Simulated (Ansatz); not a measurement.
Sn2GeO3: rattling a relaxed structure

The structure comes from a generated guess, relaxed at this level; another structure or a mixture of phases may lie lower.

The calculation used Ansatz, DFT PBE, scalar-relativistic, plane waves, PAW. Plane waves to 420 eV, a k mesh through Γ of 6×4×6 on the computed 12-atom cell and Gaussian smearing (0.02 eV); no spin polarisation.

The cell below (12 atoms, space group P2_1/m (No. 11)) is relaxed within its symmetry.

```cif
data_structure
_symmetry_space_group_name_H-M 'P 1'
_symmetry_Int_Tables_number 1
_cell_length_a 4.2481
_cell_length_b 10.2520
_cell_length_c 5.0627
_cell_angle_alpha 90.000
_cell_angle_beta 90.925
_cell_angle_gamma 90.000
_cell_volume 220.46
loop_
_atom_site_label
_atom_site_type_symbol
_atom_site_fract_x
_atom_site_fract_y
_atom_site_fract_z
_atom_site_occupancy
Sn1 Sn 0.75980 0.92014 0.76483 1
Sn2 Sn 0.75980 0.57986 0.76483 1
Sn3 Sn 0.24020 0.42013 0.23517 1
Sn4 Sn 0.24020 0.07987 0.23517 1
Ge1 Ge 0.67999 0.25000 0.81264 1
Ge2 Ge 0.32001 0.75000 0.18736 1
O1 O 0.27080 0.25000 0.97579 1
O2 O 0.24737 0.91023 0.96481 1
O3 O 0.24737 0.58977 0.96481 1
O4 O 0.75263 0.41023 0.03519 1
O5 O 0.75263 0.08977 0.03519 1
O6 O 0.72920 0.75000 0.02421 1
```

For the test it was strained at random (σ = 1.5 % a component), the atoms were moved at random (σ = 0.05 Å), and all was relaxed again on a coarse 4×4×2 mesh (in the run’s order of axes) with 0.10 eV smearing, with no symmetry imposed.

No dispersion correction is applied, so the spacing and binding between layers, chains or molecules are poorly described.

Question: What happens?

Answer: It returns, within 1 meV/atom of the unmoved cell on that mesh and with the same symmetry when read at 0.1 Å (P-1 at 0.01 Å, so small strains and shifts remain). So it is stable against the distortions that fit this cell and that this random move excites. Modes that don't fit the cell aren't tested.
